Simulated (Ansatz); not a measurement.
Cr:
```xyz
1
Lattice="-1.3942 1.3942 1.3942 1.3942 -1.3942 1.3942 1.3942 1.3942 -1.3942" Properties=species:S:1:pos:R:3 pbc="T T T"
Cr     0.0000     0.0000     0.0000
```

Relaxed with LDA. Special points in fractions of this cell's reciprocal vectors: Γ (0.000, 0.000, 0.000); H (0.500, -0.500, 0.500); N (0.000, 0.000, 0.500); P (0.250, 0.250, 0.250).

List the band energies nearest the Fermi level at these points for LDA in the plane-wave PAW code Ansatz.

In eV from the Fermi level; about four levels below and three above (degenerate sets whole), none deeper than 8.9 eV; … stands for higher levels left out; points with the same levels are listed once.

```
k                    below        above
-  -----------------------  -----------
Γ  -8.06 -1.03 -1.03 -1.03            …
H              -4.80 -4.80            …
N              -4.81 -2.73  1.20 1.33 …
P        -2.50 -2.50 -2.50            …
```

Space group Im-3m (bcc (W type)). The cell was relaxed with LDA under the symmetry of its start. The workflow began spin-polarised and lost its moments. Textbook magnetic order: a spin-density-wave antiferromagnet.

Potentials: the later of the program's two PAW sets.
